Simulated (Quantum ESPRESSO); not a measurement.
Si2AlFO5, one run as intended and one with a planted mistake

Computed values, not a measurement. The program is pw.x of Quantum ESPRESSO 7.5 (plane-wave density functional theory). The cell is made up: 9 atoms on a quartz lattice, with randomly drawn elements, strain and displacements, not relaxed. PseudoDojo standard norm-conserving files (v0.5 for PBE, v0.4.1 for LDA and PBEsol) set the functional; there is no spin polarisation, spin-orbit coupling or dispersion term, and the masses in the input are unused placeholders.

Intended input:

```
&control calculation='scf', pseudo_dir='./dojo.nc.sr.pbe.v0_5.standard.upf', outdir='./o', disk_io='medium', tprnfor=.true., tstress=.true. /
&system ibrav=0, nat=9, ntyp=4, nbnd=30, ecutwfc=84.00895049, nosym=.true., tot_charge=0,
 occupations='smearing', smearing='fd', degauss=0.0018374661
/
&electrons conv_thr=7.350e-09, electron_maxstep=60, /
ATOMIC_SPECIES
Al 1.0 Al.upf
F 1.0 F.upf
O 1.0 O.upf
Si 1.0 Si.upf
CELL_PARAMETERS angstrom
5.0134 -0.0304 0.0251
-2.533 4.4627 -0.0164
0.0275 -0.0048 5.5972
ATOMIC_POSITIONS angstrom
Si 2.3652 -0.0358 3.7552
Si -1.2462 2.0999 1.9928
Al 1.3113 2.3536 0.1523
F 1.4885 1.042 4.4357
O 3.2447 0.5551 2.5329
O 2.7812 2.6242 0.7148
O 0.3061 1.8295 1.1209
O -1.1268 3.2328 3.1771
O 0.7951 3.8709 4.8111
K_POINTS automatic
5 5 4 1 1 1
```

The log is shortened where brackets say so; the opening notice, blank lines, dates and the lines on written files are dropped, and the path of the files is cut. It prints rydbergs, bohrs and kilobars, and counts compression as positive stress. Where no state is partly filled, the Fermi energy that it prints is only some level between the filled and the empty states on the mesh, and need not lie in the true gap.

Log of the intended run:

```
     Program PWSCF v.7.5
     Parallel version (MPI & OpenMP), running on       1 processor cores
     Number of MPI processes:                 1
     Threads/MPI process:                     1
     [start-up lines left out]
     bravais-lattice index     =            0
     lattice parameter (alat)  =       9.4742  a.u.
     unit-cell volume          =     842.1495 (a.u.)^3
     number of atoms/cell      =            9
     number of atomic types    =            4
     number of electrons       =        48.00
     number of Kohn-Sham states=           30
     kinetic-energy cutoff     =      84.0090  Ry
     charge density cutoff     =     336.0358  Ry
     scf convergence threshold =      7.3E-09
     mixing beta               =       0.7000
     number of iterations used =            8  plain     mixing
     Exchange-correlation= PBE
                           (   1   4   3   4   0   0   0)
     [axes and pseudopotential details left out]
   Cartesian axes
     site n.     atom                  positions (alat units)
         1        Si     tau(   1) = (   0.4717611  -0.0071406   0.7490094  )
         2        Si     tau(   2) = (  -0.2485661   0.4188445   0.3974824  )
         3        Al     tau(   3) = (   0.2615509   0.4694473   0.0303776  )
         4        F      tau(   4) = (   0.2968951   0.2078366   0.8847415  )
         5        O      tau(   5) = (   0.6471855   0.1107198   0.5052104  )
         6        O      tau(   6) = (   0.5547361   0.5234210   0.1425735  )
         7        O      tau(   7) = (   0.0610545   0.3649107   0.2235739  )
         8        O      tau(   8) = (  -0.2247507   0.6448119   0.6337020  )
         9        O      tau(   9) = (   0.1585901   0.7720869   0.9596185  )
     number of k points=    50  Fermi-Dirac smearing, width (Ry)=  0.0018
                       cart. coord. in units 2pi/alat
        k(    1) = (   0.1004738   0.1697820   0.1116176), wk =   0.0400000
        k(    2) = (   0.0993538   0.1699692   0.3355547), wk =   0.0400000
     [further k points left out]
     Dense  grid:    87561 G-vectors     FFT dimensions: (  60,  60,  64)
     Estimated max dynamical RAM per process >     113.47 MB
     Initial potential from superposition of free atoms
     starting charge      47.9963, renormalised to      48.0000
     Starting wfcs are   36 randomized atomic wfcs
     total cpu time spent up to now is       17.8 secs
     per-process dynamical memory:    88.3 Mb
     Self-consistent Calculation
     iteration #  1     ecut=    84.01 Ry     beta= 0.70
     Davidson diagonalization with overlap
     ethr =  1.00E-02,  avg # of iterations =  3.0
     total cpu time spent up to now is       69.8 secs
     total energy              =    -235.87854096 Ry
     estimated scf accuracy    <       2.55374847 Ry
     iteration #  2     ecut=    84.01 Ry     beta= 0.70
     Davidson diagonalization with overlap
     ethr =  5.32E-03,  avg # of iterations =  2.0
     total cpu time spent up to now is      112.5 secs
     total energy              =    -236.57645536 Ry
     estimated scf accuracy    <       1.98829570 Ry
     [iterations 3 to 10 left out]
     iteration # 11     ecut=    84.01 Ry     beta= 0.70
     Davidson diagonalization with overlap
     ethr =  4.62E-11,  avg # of iterations =  3.3
     total cpu time spent up to now is      443.6 secs
     total energy              =    -236.95433634 Ry
     estimated scf accuracy    <       0.00000001 Ry
     iteration # 12     ecut=    84.01 Ry     beta= 0.70
     Davidson diagonalization with overlap
     ethr =  2.60E-11,  avg # of iterations =  2.0
     total cpu time spent up to now is      463.8 secs
     End of self-consistent calculation
     [lines on levels left out]
     the Fermi energy is     3.0153 ev
!    total energy              =    -236.95433634 Ry
     estimated scf accuracy    <          2.6E-09 Ry
     smearing contrib. (-TS)   =       0.00000000 Ry
     internal energy E=F+TS    =    -236.95433634 Ry
     The total energy is F=E-TS. E is the sum of the following terms:
     one-electron contribution =    -125.14565100 Ry
     hartree contribution      =      87.46474326 Ry
     xc contribution           =     -62.20513463 Ry
     ewald contribution        =    -137.06829397 Ry
     convergence has been achieved in  12 iterations
     Forces acting on atoms (cartesian axes, Ry/au):
     atom    1 type  4   force =     0.09117803   -0.13985447   -0.07734584
     atom    2 type  4   force =     0.04620233   -0.00971167   -0.18039336
     atom    3 type  1   force =     0.08656066    0.20242200   -0.27199142
     atom    4 type  2   force =    -0.08848642    0.09199183    0.02644022
     atom    5 type  3   force =     0.00503803    0.09060860   -0.01690561
     atom    6 type  3   force =     0.20539002   -0.01505160    0.13963115
     atom    7 type  3   force =    -0.37860975   -0.11937466    0.33307580
     atom    8 type  3   force =    -0.02178897   -0.02336828   -0.02691688
     atom    9 type  3   force =     0.05451607   -0.07766174    0.07440594
     Total force =     0.750542     Total SCF correction =     0.000054
     Computing stress (Cartesian axis) and pressure
          total   stress  (Ry/bohr**3)                   (kbar)     P=       62.53
   0.00091266   0.00029139  -0.00033712          134.26       42.87      -49.59
   0.00029139  -0.00004726  -0.00007497           42.87       -6.95      -11.03
  -0.00033712  -0.00007497   0.00040982          -49.59      -11.03       60.29
     init_run     :     17.32s CPU     17.67s WALL (       1 calls)
     electrons    :    425.08s CPU    445.98s WALL (       1 calls)
     forces       :      4.99s CPU      5.08s WALL (       1 calls)
     stress       :     18.71s CPU     18.80s WALL (       1 calls)
     [timing details left out]
     PWSCF        :   7m46.43s CPU   8m 8.57s WALL
     JOB DONE.
```

A second run has one planted mistake: the cell has the wrong charge. The input lines that differ, file-writing options aside:

```
- &system ibrav=0, nat=9, ntyp=4, nbnd=30, ecutwfc=84.00895049, nosym=.true., tot_charge=0,
+ &system ibrav=0, nat=9, ntyp=4, nbnd=30, ecutwfc=84.00895049, nosym=.true., tot_charge=1,
```

Its log:

```
     Program PWSCF v.7.5
     Parallel version (MPI & OpenMP), running on       4 processor cores
     Number of MPI processes:                 4
     Threads/MPI process:                     1
     [start-up lines left out]
     bravais-lattice index     =            0
     lattice parameter (alat)  =       9.4742  a.u.
     unit-cell volume          =     842.1495 (a.u.)^3
     number of atoms/cell      =            9
     number of atomic types    =            4
     number of electrons       =        47.00
     number of Kohn-Sham states=           30
     kinetic-energy cutoff     =      84.0090  Ry
     charge density cutoff     =     336.0358  Ry
     scf convergence threshold =      7.3E-09
     mixing beta               =       0.7000
     number of iterations used =            8  plain     mixing
     Exchange-correlation= PBE
                           (   1   4   3   4   0   0   0)
     [axes and pseudopotential details left out]
   Cartesian axes
     site n.     atom                  positions (alat units)
         1        Si     tau(   1) = (   0.4717611  -0.0071406   0.7490094  )
         2        Si     tau(   2) = (  -0.2485661   0.4188445   0.3974824  )
         3        Al     tau(   3) = (   0.2615509   0.4694473   0.0303776  )
         4        F      tau(   4) = (   0.2968951   0.2078366   0.8847415  )
         5        O      tau(   5) = (   0.6471855   0.1107198   0.5052104  )
         6        O      tau(   6) = (   0.5547361   0.5234210   0.1425735  )
         7        O      tau(   7) = (   0.0610545   0.3649107   0.2235739  )
         8        O      tau(   8) = (  -0.2247507   0.6448119   0.6337020  )
         9        O      tau(   9) = (   0.1585901   0.7720869   0.9596185  )
     number of k points=    50  Fermi-Dirac smearing, width (Ry)=  0.0018
                       cart. coord. in units 2pi/alat
        k(    1) = (   0.1004738   0.1697820   0.1116176), wk =   0.0400000
        k(    2) = (   0.0993538   0.1699692   0.3355547), wk =   0.0400000
     [further k points left out]
     Dense  grid:    87561 G-vectors     FFT dimensions: (  60,  60,  64)
     Estimated max dynamical RAM per process >     178.64 MB
     Estimated total dynamical RAM >     650.42 MB
     Initial potential from superposition of free atoms
     starting charge      47.9963, renormalised to      47.0000
     Starting wfcs are   36 randomized atomic wfcs
     total cpu time spent up to now is        2.4 secs
     per-process dynamical memory:   136.6 Mb
     Self-consistent Calculation
     iteration #  1     ecut=    84.01 Ry     beta= 0.70
     Davidson diagonalization with overlap
     ethr =  1.00E-02,  avg # of iterations =  3.0
     total cpu time spent up to now is        6.1 secs
     total energy              =    -235.76106465 Ry
     estimated scf accuracy    <       3.10524511 Ry
     iteration #  2     ecut=    84.01 Ry     beta= 0.70
     Davidson diagonalization with overlap
     ethr =  6.61E-03,  avg # of iterations =  2.0
     total cpu time spent up to now is        9.5 secs
     total energy              =    -236.45334593 Ry
     estimated scf accuracy    <       2.97587370 Ry
     [iterations 3 to 13 left out]
     iteration # 14     ecut=    84.01 Ry     beta= 0.70
     Davidson diagonalization with overlap
     ethr =  7.73E-10,  avg # of iterations =  1.0
     total cpu time spent up to now is       42.2 secs
     total energy              =    -237.07197644 Ry
     estimated scf accuracy    <       0.00000002 Ry
     iteration # 15     ecut=    84.01 Ry     beta= 0.70
     Davidson diagonalization with overlap
     ethr =  3.66E-11,  avg # of iterations =  2.1
     total cpu time spent up to now is       45.2 secs
     End of self-consistent calculation
     [lines on levels left out]
     the Fermi energy is     1.1995 ev
!    total energy              =    -237.07197645 Ry
     estimated scf accuracy    <          9.0E-10 Ry
     smearing contrib. (-TS)   =      -0.00163283 Ry
     internal energy E=F+TS    =    -237.07034362 Ry
     The total energy is F=E-TS. E is the sum of the following terms:
     one-electron contribution =    -124.92185109 Ry
     hartree contribution      =      86.19763484 Ry
     xc contribution           =     -61.27783340 Ry
     ewald contribution        =    -137.06829397 Ry
     convergence has been achieved in  15 iterations
     Forces acting on atoms (cartesian axes, Ry/au):
     atom    1 type  4   force =     0.04328578   -0.10221711   -0.10428694
     atom    2 type  4   force =     0.04895115   -0.01519012   -0.12433380
     atom    3 type  1   force =     0.09186207    0.18277777   -0.32452021
     atom    4 type  2   force =    -0.08187137    0.09027464    0.03308874
     atom    5 type  3   force =     0.01507761    0.08293671   -0.02119717
     atom    6 type  3   force =     0.21730959   -0.01338187    0.14639044
     atom    7 type  3   force =    -0.38587650   -0.11329789    0.32651368
     atom    8 type  3   force =    -0.01875710   -0.02473550   -0.02517108
     atom    9 type  3   force =     0.07001878   -0.08716663    0.09351633
     Total force =     0.756287     Total SCF correction =     0.000046
     Computing stress (Cartesian axis) and pressure
          total   stress  (Ry/bohr**3)                   (kbar)     P=      -38.42
   0.00028128   0.00027184  -0.00030684           41.38       39.99      -45.14
   0.00027184  -0.00081443  -0.00011919           39.99     -119.81      -17.53
  -0.00030684  -0.00011919  -0.00025034          -45.14      -17.53      -36.83
     init_run     :      2.26s CPU      2.34s WALL (       1 calls)
     electrons    :     42.67s CPU     42.85s WALL (       1 calls)
     forces       :      0.69s CPU      0.69s WALL (       1 calls)
     stress       :      2.31s CPU      2.32s WALL (       1 calls)
     [timing details left out]
     PWSCF        :     48.01s CPU     48.31s WALL
     JOB DONE.
```

```
                                            intended run  run with the mistake
                          free energy (eV)     -3223.928             -3225.529
                    smearing term -TS (eV)        0.0000               -0.0222
                            pressure (GPa)          6.25                 -3.84
            largest force component (eV/Å)         9.734                 9.921
largest change of a force component (eV/Å)                               1.441
                                iterations            12                    15
```

For scale, a rerun of the intended cell at 1437 eV and a 7 x 7 x 6 mesh moved values by no more than 0.003 eV in energy, 0.02 GPa in stress and 0.002 eV/Å in force. The charged cell sits in a uniform background, so its energy and stress rest on the program's zero of potential.